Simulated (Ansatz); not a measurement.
BP:
```
CELL_PARAMETERS angstrom
      0.00000     2.26018     2.26018
      2.26018     0.00000     2.26018
      2.26018     2.26018     0.00000
ATOMIC_POSITIONS crystal
  P  0.75000 0.75000 0.75000
  B  0.00000 0.00000 0.00000
```

x, y and z are the axes in which the lattice vectors are written.

Q: Give the high-frequency dielectric tensor and the Born effective charge tensors of the independent atoms from DFPT, the program Ansatz at the PBEsol level (PAW).

A: 
ε∞:
```
9.30  0.00  0.00
0.00  9.30  0.00
0.00  0.00  9.30
```
Z* of atom 1 (P), rows: field, columns: displacement, in e:
```
0.56  0.00  0.00
0.00  0.56  0.00
0.00  0.00  0.56
```
Z* of atom 2 (B), rows: field, columns: displacement, in e:
```
-0.56   0.00   0.00
 0.00  -0.56   0.00
 0.00   0.00  -0.56
```

Space group F-43m (zinc blende). The PBEsol relaxation kept the symmetry of its start.

Potentials: the later of the program's two PAW sets.
